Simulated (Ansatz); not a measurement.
Gaps differ from one level of theory to the next, and quantities that depend exponentially on the gap inherit the difference many times over.

GaN is included as a familiar case. T = 400 K, k_BT = 0.03447 eV. HSE06 is the comparison here, not the truth.

Levels of theory (Ansatz, a plane-wave PAW program): the r²SCAN gap: r²SCAN, on the r²SCAN cell; the HSE06 gap: HSE06, on the r²SCAN cell.

Runs started from generated or typed cells of the structure named: GaN. Whether these are the forms stable at ambient conditions was not checked: InOF (Fddd, oF48). No claim is made that these are known or stable phases: TiO2 (P2₁/c, mP12). Over 15 meV/atom above the lowest phase of their formula at hand: TiO2 (P2₁/c, mP12) (41 meV/atom, r²SCAN). Spin–orbit coupling is left out unless named; it moves the gap of GaN, InOF (Fddd, oF48), ZnSnN2 by under 0.05 eV.

Working rules: opening = HSE06 − r²SCAN; ratio = HSE06/r²SCAN; n_i ∝ exp(−E_g/2k_BT), so decades = opening/(2k_BT ln 10); edge shift = 1239.8 nm × (1/first gap − 1/last gap).

```tsv
crystal	r²SCAN gap (eV)	HSE06 gap (eV)	opening (eV)	ratio	change in n_i (decades)	edge shift (nm)
GaN (wurtzite), reference	2.35	3.20	0.850	1.36	5.4	140
TiO2 (P2₁/c, mP12)	2.70	3.84	1.140	1.42	7.2	136
InOF (Fddd, oF48)	2.14	3.11	0.970	1.45	6.1	181
ZnSnN2 (Pna2₁)	0.53	1.34	1.377	2.53	8.7	1410
```

Q: A slip was made in one value of «opening (eV)» and carried on. Locate it and redo the row.

A: The row of ZnSnN2 shows 1.377. From its own inputs, gap opening: 1.34 − 0.53 = 0.810 eV. Carried on: change in n_i: 0.810/(2 × 0.03447 × 2.3026) = 5.1 decades. The other rows agree with the rules.

With the correction: Ranking by gap opening, highest first: TiO2 (P2₁/c, mP12) (1.140 ± 0.099), InOF (Fddd, oF48) (0.970 ± 0.099) ≈ GaN (0.850 ± 0.099) ≈ ZnSnN2 (0.810 ± 0.099). The ± follows from allowances picked for this note (r²SCAN gap 0.07 eV, HSE06 gap 0.07 eV), carried to first order and added in quadrature; ≈ joins neighbours closer than their two ± added in quadrature.

All gaps of a row belong to one cell; the dearer levels use coarser meshes. Where several phases of a formula are at hand, those over 0.1 eV/atom above the lowest were not drawn (by r²SCAN where it compared them, else by the largest value; a layered or molecular lowest phase counts only with a dispersion term); other phases could lie lower still. Crystals of Pb, Bi, Tl or Hg, those whose gap spin–orbit coupling moves by over 0.3 eV, and those of Te, I or Sb with no such test at hand were not drawn. The rows are a sample and no shortlist: familiar crystals first, some related and some not, whatever their agreement with measurement; tables with many equal figures were not kept. Limits of the draw: first gap over 0.2 eV; no magnets, V to Ni, Ru, Rh, Os or Ir; no unfamiliar magnets, and cubic perovskites only if shown or known to be stable. As a rule kept out of such tables: 4f compounds, open-shell compounds run without a Hubbard term, cells found unstable in the tests at hand, cells close to a higher symmetry, and runs set to a pressure or over 12 % in volume from the crystal's fullest run.
